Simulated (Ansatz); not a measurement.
## Zr$_{2}$O: a film clamped to a substrate

Theory: Ansatz, DFT r2SCAN, scalar-relativistic, plane waves, PAW. Settings: plane waves to 500 eV, k-mesh 10×10×10 (Γ-centred), Gaussian smearing 0.15 eV. No spin polarisation. Energies are free energies at this smearing, counted from the undisturbed cell; pressure is positive in compression.

The starting cell (relaxed at this level; with this scan's settings it stands at -0.1 GPa; it needn't be the usual structure):

```yaml
crystal:
  lattice:
    - [4.84573, 0.00000, 0.00000]
    - [0.00000, 4.84573, 0.00000]
    - [0.00000, 0.00000, 4.84573]
  atoms:
    - { symbol: Zr, position: [0.25000, 0.25000, 0.75000] }
    - { symbol: Zr, position: [0.75000, 0.25000, 0.25000] }
    - { symbol: Zr, position: [0.25000, 0.75000, 0.25000] }
    - { symbol: Zr, position: [0.75000, 0.75000, 0.75000] }
    - { symbol: O, position: [0.00000, 0.00000, 0.00000] }
    - { symbol: O, position: [0.50000, 0.50000, 0.50000] }
```

The cell (6 atoms, V0 = 113.78 Å³) is strained by p along both x and y and by q along z, fractional coordinates fixed. τp = (1/V0) ∂E/∂p = (σxx + σyy)(1 + p)(1 + q) and τq = (1/V0) ∂E/∂q = σzz(1 + p)², with tension positive.

```
     p q  ΔE (meV/atom)  τp (GPa)  τq (GPa)
 0.000   0.000           0.00      0.15      0.07
-0.040   0.000          60.24    -26.63    -10.46
 0.040   0.000          52.76     21.28      8.15
 0.000  -0.040          17.30     -9.84     -7.48
 0.000   0.040          17.10      8.66      7.05
```

Get the second derivatives of the energy density.

Central differences give A = ∂τp/∂p = 599 GPa (C11 + C22 + 2 C12), C = ∂τq/∂q = 182 GPa (C33) and the cross term B = ∂τq/∂p = 233 GPa (C13 + C23); ∂τp/∂q = 231 GPa must equal B, and any difference shows higher-order terms. Steps this large leave an error of some per cent of A or C in all of these, which can swamp a small B. The ions are clamped. In a cubic crystal C11 = C = 182, C12 = B/2 = 116 GPa and A should be 2(C11 + C12) = 596 GPa; the bulk modulus is (C11 + 2 C12)/3 = 138 GPa.

A film of this crystal grows with z along the normal on a substrate that imposes p. How does its thickness respond, and what does the misfit cost?

Count p and q from the stress-free cell. A free surface needs τq = 0, so q = −(B/C) p = -1.28 p. The energy density left is (A − B²/C) p²/2 = M p², with the biaxial modulus M = 150 GPa; a misfit of 1 % costs 1.78 meV/atom, against 3.54 meV/atom if the thickness were held.

No gap shows at this level, though a semilocal functional can close a small gap that the real compound has; without a gap these slopes depend on the k mesh and the smearing.